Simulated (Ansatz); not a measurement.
A geometry of TiPd away from equilibrium: step 15 of the relaxation of a relaxed TiPd cell with one Pd and one Ti atom exchanged in a cell of 4 atoms. Computed with PBEsol (plane waves to 420 eV, PAW, scalar-relativistic; Ansatz, a quantum-chemistry and plane-wave program). Γ-centred k-mesh 7×12×7 on the run's cell (coarser than for final values), Fermi–Dirac smearing 0.05 eV.

```
CELL_PARAMETERS angstrom
      4.04965     0.00000     0.00000
      0.00000     3.40656     0.00000
      0.00000     0.00000     4.26680
ATOMIC_POSITIONS crystal
  Pd 0.25000 0.00000 0.74999
  Ti 0.75000 0.00000 0.25000
  Pd 0.25000 0.50000 0.24999
  Ti 0.75000 0.50000 0.75001
```

Q: Which atoms carry the largest force, and which way does it point?

A: No atom: all forces are below 0.005 eV/Å; only the cell is out of equilibrium.

Q: What is the pressure?

A: +3.6 GPa, compression positive.

No spin polarisation in the result.

The run could not lose the symmetry of its start.

Of the parent cell (Pmma (No. 51)): The relaxation started from an entry of Materials Project.

The runs began from a structure in Materials Project; this end point is another cell, not compared with measured phases.
